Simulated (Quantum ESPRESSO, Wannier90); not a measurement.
**Wannier functions of SrHfO3 (cubic perovskite)**

```xyz
5
Lattice="4.1412 0.0000 0.0000 0.0000 4.1412 0.0000 0.0000 0.0000 4.1412" Properties=species:S:1:pos:R:3 pbc="T T T"
Sr     2.0706     2.0706     2.0706
Hf     0.0000     0.0000     0.0000
O      0.0000     2.0706     0.0000
O      2.0706     0.0000     0.0000
O      0.0000     0.0000     2.0706
```

Cell from Materials Project (mp-4551), symmetrised, no further relaxation. COD (Crystallography Open Database) records the formula in this space group. Ideal cubic forms of this type are often high-temperature phases that distort on cooling; symmetry holds the cell here, and its stability was not tested. Computed values, not measurements, from PBEsol: Quantum ESPRESSO (norm-conserving PseudoDojo potentials, cutoff 68 Ry, spinors with spin-orbit coupling) on a Γ-centred 6×6×6 mesh, then Wannier90. Density: 8×8×8 mesh, cold smearing 0.01 Ry.

A tight-binding model is made by disentanglement and projection with no localisation steps (num_iter = 0), so the 28 orbitals stay atom-like: hydrogen-like Hf: d; O: p, axes along x, y, z; frozen window up to 4.90 eV relative to the valence-band maximum. It follows pw.x to 49 meV rms for states up to 4.6 eV relative to the valence-band maximum. Matrix elements depend on this choice of orbitals and windows.

The 30 largest hoppings ⟨m,0|H|n,R⟩ between different sites (one of each Hermitian pair; signs follow the real orbitals' lobes; the list may end inside a set of equal values):

```json
[
 {"m": "O5 pz↑", "n": "Hf2 dz2↑", "R": "0 0 0", "distance of the centres (Å)": "2.07", "t (eV)": "2.959", "Im t (eV)": "0.000"},
 {"m": "O5 pz↑", "n": "Hf2 dz2↑", "R": "0 0 1", "distance of the centres (Å)": "2.07", "t (eV)": "-2.959", "Im t (eV)": "0.000"},
 {"m": "O5 pz↓", "n": "Hf2 dz2↓", "R": "0 0 0", "distance of the centres (Å)": "2.07", "t (eV)": "2.959", "Im t (eV)": "0.000"},
 {"m": "O5 pz↓", "n": "Hf2 dz2↓", "R": "0 0 1", "distance of the centres (Å)": "2.07", "t (eV)": "-2.959", "Im t (eV)": "0.000"},
 {"m": "O4 px↓", "n": "Hf2 dx2-y2↓", "R": "0 0 0", "distance of the centres (Å)": "2.07", "t (eV)": "2.562", "Im t (eV)": "0.000"},
 {"m": "O4 px↓", "n": "Hf2 dx2-y2↓", "R": "1 0 0", "distance of the centres (Å)": "2.07", "t (eV)": "-2.562", "Im t (eV)": "0.000"},
 {"m": "O3 py↑", "n": "Hf2 dx2-y2↑", "R": "0 0 0", "distance of the centres (Å)": "2.07", "t (eV)": "-2.562", "Im t (eV)": "0.000"},
 {"m": "O4 px↑", "n": "Hf2 dx2-y2↑", "R": "0 0 0", "distance of the centres (Å)": "2.07", "t (eV)": "2.562", "Im t (eV)": "0.000"},
 {"m": "O3 py↑", "n": "Hf2 dx2-y2↑", "R": "0 1 0", "distance of the centres (Å)": "2.07", "t (eV)": "2.562", "Im t (eV)": "0.000"},
 {"m": "O4 px↑", "n": "Hf2 dx2-y2↑", "R": "1 0 0", "distance of the centres (Å)": "2.07", "t (eV)": "-2.562", "Im t (eV)": "0.000"},
 {"m": "O3 py↓", "n": "Hf2 dx2-y2↓", "R": "0 0 0", "distance of the centres (Å)": "2.07", "t (eV)": "-2.562", "Im t (eV)": "0.000"},
 {"m": "O3 py↓", "n": "Hf2 dx2-y2↓", "R": "0 1 0", "distance of the centres (Å)": "2.07", "t (eV)": "2.562", "Im t (eV)": "0.000"},
 {"m": "O3 pz↑", "n": "Hf2 dyz↑", "R": "0 0 0", "distance of the centres (Å)": "2.07", "t (eV)": "-1.488", "Im t (eV)": "0.000"},
 {"m": "O3 pz↓", "n": "Hf2 dyz↓", "R": "0 0 0", "distance of the centres (Å)": "2.07", "t (eV)": "-1.488", "Im t (eV)": "0.000"},
 {"m": "O3 px↑", "n": "Hf2 dxy↑", "R": "0 0 0", "distance of the centres (Å)": "2.07", "t (eV)": "-1.488", "Im t (eV)": "0.000"},
 {"m": "O3 px↓", "n": "Hf2 dxy↓", "R": "0 0 0", "distance of the centres (Å)": "2.07", "t (eV)": "-1.488", "Im t (eV)": "0.000"},
 {"m": "O4 pz↑", "n": "Hf2 dxz↑", "R": "0 0 0", "distance of the centres (Å)": "2.07", "t (eV)": "-1.488", "Im t (eV)": "0.000"},
 {"m": "O4 pz↓", "n": "Hf2 dxz↓", "R": "0 0 0", "distance of the centres (Å)": "2.07", "t (eV)": "-1.488", "Im t (eV)": "0.000"},
 {"m": "O4 py↑", "n": "Hf2 dxy↑", "R": "0 0 0", "distance of the centres (Å)": "2.07", "t (eV)": "-1.488", "Im t (eV)": "0.000"},
 {"m": "O4 py↓", "n": "Hf2 dxy↓", "R": "0 0 0", "distance of the centres (Å)": "2.07", "t (eV)": "-1.488", "Im t (eV)": "0.000"},
 {"m": "O5 px↑", "n": "Hf2 dxz↑", "R": "0 0 0", "distance of the centres (Å)": "2.07", "t (eV)": "-1.488", "Im t (eV)": "0.000"},
 {"m": "O5 px↓", "n": "Hf2 dxz↓", "R": "0 0 0", "distance of the centres (Å)": "2.07", "t (eV)": "-1.488", "Im t (eV)": "0.000"},
 {"m": "O5 py↑", "n": "Hf2 dyz↑", "R": "0 0 0", "distance of the centres (Å)": "2.07", "t (eV)": "-1.488", "Im t (eV)": "0.000"},
 {"m": "O5 py↓", "n": "Hf2 dyz↓", "R": "0 0 0", "distance of the centres (Å)": "2.07", "t (eV)": "-1.488", "Im t (eV)": "0.000"},
 {"m": "O5 px↑", "n": "Hf2 dxz↑", "R": "0 0 1", "distance of the centres (Å)": "2.07", "t (eV)": "1.488", "Im t (eV)": "0.000"},
 {"m": "O5 px↓", "n": "Hf2 dxz↓", "R": "0 0 1", "distance of the centres (Å)": "2.07", "t (eV)": "1.488", "Im t (eV)": "0.000"},
 {"m": "O5 py↑", "n": "Hf2 dyz↑", "R": "0 0 1", "distance of the centres (Å)": "2.07", "t (eV)": "1.488", "Im t (eV)": "0.000"},
 {"m": "O5 py↓", "n": "Hf2 dyz↓", "R": "0 0 1", "distance of the centres (Å)": "2.07", "t (eV)": "1.488", "Im t (eV)": "0.000"},
 {"m": "O3 pz↑", "n": "Hf2 dyz↑", "R": "0 1 0", "distance of the centres (Å)": "2.07", "t (eV)": "1.488", "Im t (eV)": "0.000"},
 {"m": "O3 pz↓", "n": "Hf2 dyz↓", "R": "0 1 0", "distance of the centres (Å)": "2.07", "t (eV)": "1.488", "Im t (eV)": "0.000"}
]
```
